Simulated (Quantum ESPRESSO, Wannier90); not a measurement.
# TiS2 (C2/m, isolated units): Wannier90 run

```
CELL_PARAMETERS angstrom
      2.96787    -1.71349     0.00000
      2.96787     1.71349     0.00000
     -1.08557     0.00000    11.19335
ATOMIC_POSITIONS crystal
  Ti 0.00000 0.00000 0.00000
  S  0.31047 0.31047 0.87475
  S  0.68953 0.68953 0.12525
```

Cell from Materials Project (mp-1062030), symmetrised, no further relaxation. Method: PBEsol plane waves in Quantum ESPRESSO 7.5 (PseudoDojo norm-conserving files, 68 Ry, no spin polarisation, no spin-orbit coupling), Bloch states on a 10×10×4 mesh through Γ, Wannier90 4.0.1. Density: 10×10×1 mesh, Gaussian smearing 0.01 Ry. The cell is built of weakly bound layers, chains or molecules, whose nearest atoms lie 8.56 Å apart, far more than in van der Waals crystals (3.2 to 4.2 Å): it describes nearly isolated units, such as a monolayer, not the bulk crystal. The gap is small at this level and was sampled on the meshes and a path alone.

Base run: 11 functions from bands 7-27 of the 27 computed, start hydrogen-like Ti: d; S: p, centres 0.05 Å off the atoms, frozen window up to 1.59 eV relative to the valence-band maximum, outer window open. One setting was then changed (edges relative to the valence-band maximum; misfit to pw.x on a path, for states up to 1.1 eV relative to the valence-band maximum).

```csv
run,Ω_I (Å²),rms misfit (meV),worst (meV)
base,14.34,0.2,1.3
changed,15.80,0.4,2.1
```

Which change was made?
A. no frozen window
B. outer window to 6.06 eV
C. only the lowest 18 of the kept bands
D. frozen window to 2.59 eV

B, outer window to 6.06 eV. The others give:

```json
[
 {"run": "frozen window to 2.59 eV", "Ω_I (Å²)": "14.43", "rms misfit (meV)": "0.1", "worst (meV)": "0.6"},
 {"run": "no frozen window", "Ω_I (Å²)": "12.27", "rms misfit (meV)": "366", "worst (meV)": "801"},
 {"run": "only the lowest 18 of the kept bands", "Ω_I (Å²)": "14.63", "rms misfit (meV)": "0.2", "worst (meV)": "1.0"}
]
```
